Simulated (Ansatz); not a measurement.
SiB:
Space group P6₃mc (No. 186); a = b = 3.135 Å, c = 5.880 Å, α = β = 90.00°, γ = 120.00°

```tsv
atom	site	symmetry	x	y	z
Si	2b	3m.	0.3333	0.6667	0.3554
B	2b	3m.	0.3333	0.6667	0.0196
```

This is the PBEsol-relaxed structure.

**Question.** All from DFT-PBEsol in the program Ansatz with PAW potentials, unless another level is named. Estimate the electronic character.

**Answer.** metallic (no gap).

**Question.** Give the density of states at the Fermi level.

**Answer.** 0.32 states/eV per atom (mean over ±0.08 eV).

**Question.** And the formation energy from the elements (no fitted shifts)?

**Answer.** 0.38 eV/atom.

Space group P6_3mc (wurtzite). The first step of the workflow began from a Materials Project structure, measured or hypothetical; the Crystallography Open Database copy checked does not list it. Whether it is the stable phase at ambient conditions was not checked. The PBEsol relaxation kept the symmetry of its start. At this level the phase is mechanically unstable. Its formation energy is positive at this level, so the cell may be metastable or incomplete. The references are the lowest solids computed at this level, not always the standard phases.

Potentials: the later of the program's two PAW sets.
